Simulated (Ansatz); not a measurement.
# Eigenvalues along a path: Y (hcp type)

```
CELL_PARAMETERS angstrom
2.61712 0.00000 0.00000
-1.30856 2.26649 0.00000
0.00000 0.00000 4.43650
ATOMIC_POSITIONS crystal
Y 0.33333 0.66667 0.25000
Y 0.66667 0.33333 0.75000
```

The base cell comes from a relaxation on PAW files under the same functional.

All numbers are PBE results (scalar-relativistic) from Ansatz 0.2.0, with a Γ-centred 14×14×7 k mesh, Fermi–Dirac smearing of 0.05 eV, no spin polarisation. Methods: LAPW: all electrons, basis error target 1 meV/atom.

This run: volume at 0.4 of the series' base cell.

The structure type is held throughout; the real material can change phase at far lower pressure.

Path points, in fractions of the reciprocal vectors: Γ (0.000, 0.000, 0.000), M (0.500, 0.000, 0.000), K (0.333, 0.333, 0.000), A (0.000, 0.000, 0.500), L (0.500, 0.000, 0.500), H (0.333, 0.333, 0.500). Levels in eV from the Fermi level; bands 21 to 33, counted from the lowest band of the run. The gap is zero, the pressure 139.8 GPa.

```
# k(1/Å) point b21 b22 b23 b24 b25 b26 b27 b28 b29 b30 b31 b32 b33
0.000 Γ -25.66 -19.83 -19.83 -19.52 -19.17 -19.17 -3.09 -2.89 1.19 2.04 2.04 3.42 3.42
0.347 - -25.39 -20.82 -20.11 -20.07 -19.60 -19.29 -2.22 -1.96 0.43 2.25 2.97 2.97 3.09
0.693 - -24.64 -22.89 -21.99 -20.70 -19.90 -19.61 -2.85 -1.09 -0.46 1.50 2.12 3.15 4.00
1.040 - -24.68 -23.70 -23.59 -21.20 -20.50 -19.95 -4.19 -2.83 -1.76 2.14 2.94 3.12 4.59
1.386 M -25.37 -24.38 -22.90 -21.39 -21.01 -20.09 -4.69 -3.65 -2.12 1.79 2.85 4.25 4.94
1.586 - -25.28 -24.30 -22.82 -21.69 -21.05 -20.39 -4.09 -3.74 -1.60 1.58 2.80 4.32 4.68
1.786 - -25.02 -24.06 -22.61 -22.41 -21.19 -21.16 -4.00 -2.51 -0.28 1.27 2.64 3.92 4.54
1.986 - -24.64 -23.71 -23.20 -22.27 -22.05 -21.44 -4.32 -0.43 1.03 1.30 2.28 2.75 4.98
2.186 K -24.38 -23.54 -23.54 -22.54 -21.83 -21.83 -4.47 1.36 1.36 1.54 1.72 1.72 5.36
2.587 - -24.30 -23.94 -23.00 -22.36 -21.53 -20.86 -3.62 -0.61 0.20 0.79 2.08 3.35 4.13
2.987 - -24.32 -22.99 -22.82 -20.96 -20.25 -20.05 -1.16 -1.04 -0.68 0.29 1.23 2.42 4.36
3.387 - -25.30 -21.02 -20.59 -19.97 -19.63 -19.41 -1.88 -1.73 0.06 2.44 2.67 2.89 3.41
3.787 Γ -25.66 -19.83 -19.83 -19.52 -19.17 -19.17 -3.09 -2.89 1.19 2.04 2.04 3.42 3.42
3.964 - -25.46 -19.82 -19.80 -19.80 -19.20 -19.20 -2.99 -2.58 1.07 1.97 1.97 3.25 3.25
4.141 - -24.88 -20.62 -19.73 -19.73 -19.27 -19.27 -2.70 -1.86 0.89 1.87 1.87 2.85 2.85
4.318 - -23.98 -21.71 -19.63 -19.63 -19.38 -19.38 -2.27 -1.46 1.28 1.87 1.87 2.40 2.40
4.495 A -22.88 -22.88 -19.50 -19.50 -19.50 -19.50 -1.76 -1.76 2.05 2.05 2.05 2.05 2.55
4.842 - -22.88 -22.88 -20.28 -20.28 -19.71 -19.71 -0.86 -0.86 0.27 0.27 2.84 2.84 2.88
5.188 - -23.46 -23.46 -21.26 -21.26 -20.18 -20.18 -2.34 -2.34 -0.07 -0.07 4.01 4.01 4.74
5.535 - -24.83 -24.83 -21.21 -21.21 -20.61 -20.61 -3.70 -3.70 -1.62 -1.62 5.42 5.42 6.79
5.881 L -25.46 -25.46 -21.08 -21.08 -20.78 -20.78 -4.14 -4.14 -2.31 -2.31 5.35 5.35 7.35
6.081 - -25.37 -25.37 -21.44 -21.44 -20.70 -20.70 -3.82 -3.82 -1.96 -1.96 4.09 4.09 8.17
6.281 - -25.12 -25.12 -22.22 -22.22 -20.62 -20.62 -3.16 -3.16 -0.92 -0.92 2.49 2.49 7.43
6.481 - -24.73 -24.73 -23.08 -23.08 -20.55 -20.55 -2.48 -2.48 -0.39 -0.39 2.39 2.39 5.69
6.681 H -24.45 -24.45 -23.55 -23.55 -20.52 -20.52 -2.05 -2.05 -0.82 -0.82 3.52 3.52 4.55
7.082 - -24.64 -24.64 -22.47 -22.47 -20.65 -20.65 -2.64 -2.64 0.26 0.26 2.51 2.51 4.19
7.482 - -23.70 -23.70 -21.41 -21.41 -20.57 -20.57 -2.13 -2.13 0.94 0.94 1.78 1.78 4.48
7.882 - -22.90 -22.90 -20.46 -20.46 -19.80 -19.80 -0.50 -0.50 -0.16 -0.16 2.50 2.50 3.37
8.282 A -22.88 -22.88 -19.50 -19.50 -19.50 -19.50 -1.76 -1.76 2.05 2.05 2.05 2.05 2.55
```
